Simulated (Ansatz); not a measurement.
Consider the following.

MnSi:
```cif
data_Mn4Si4
_chemical_formula_sum 'Mn4 Si4'
_space_group_name_H-M_alt 'P 1'
_space_group_IT_number 1
_cell_length_a 4.51821
_cell_length_b 4.51821
_cell_length_c 4.51821
_cell_angle_alpha 90.000
_cell_angle_beta 90.000
_cell_angle_gamma 90.000
loop_
_space_group_symop_operation_xyz
  'x, y, z'
loop_
_atom_site_label
_atom_site_type_symbol
_atom_site_fract_x
_atom_site_fract_y
_atom_site_fract_z
_atom_site_occupancy
Mn1 Mn 0.13642 0.13642 0.13642 1
Mn2 Mn 0.36358 0.86358 0.63642 1
Mn3 Mn 0.63642 0.36358 0.86358 1
Mn4 Mn 0.86358 0.63642 0.36358 1
Si1 Si 0.84518 0.84518 0.84518 1
Si2 Si 0.65482 0.15482 0.34518 1
Si3 Si 0.34518 0.65482 0.15482 1
Si4 Si 0.15482 0.34518 0.65482 1
```
The run is spin-polarised.

This is the PBE-relaxed structure.

### Question
All from the program Ansatz at the PBE level (PAW), unless another level is named. Estimate the magnetic order.

### Answer
ferromagnetic.

### Question
And the Bader charges?

### Answer
Mn +0.04, Si -0.04 e.

Space group P2_13. Symmetry was held in the PBE relaxation. Magnetic state: ferromagnetic, chosen from 4 collinear starts compared on coarse meshes (ties went to the first, and starts can fall back to one state), not a proven ground state. Textbook magnetic order: helical.

Potentials: the later of the program's two PAW sets.
